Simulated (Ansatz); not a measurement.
InPd (CsCl type, Pm-3m) at seven volumes, PBE (plane waves, PAW; program Ansatz), scaled uniformly. One row is withheld.

| V (Å³/atom) | P (GPa) |
|---|---|
| 16.431 | 13.83 |
| 16.973 | ? |
| 17.515 | 3.69 |
| 18.057 | 0.00 |
| 18.598 | -2.95 |
| 19.140 | -5.36 |
| 19.682 | -7.32 |

Problem. Fit the shown pressures and predict the withheld one.

Solution. P = (3/2)B₀(x^(7/2) − x^(5/2))[1 + (3/4)(B′ − 4)(x − 1)] with x = (V₀/V)^(2/3). Least squares on the six rows gives V₀ = 18.059 Å³/atom, B₀ = 110 GPa, B′ = 6.03. At V = 16.973, x = 1.0422 and P = 8.22 GPa. The run itself gave 8.26 GPa.

The PBE relaxation kept the symmetry of its start; of distortions, only those at the zone centre were tested. No spin polarisation was allowed.

Potentials: the later of the program's two PAW sets.
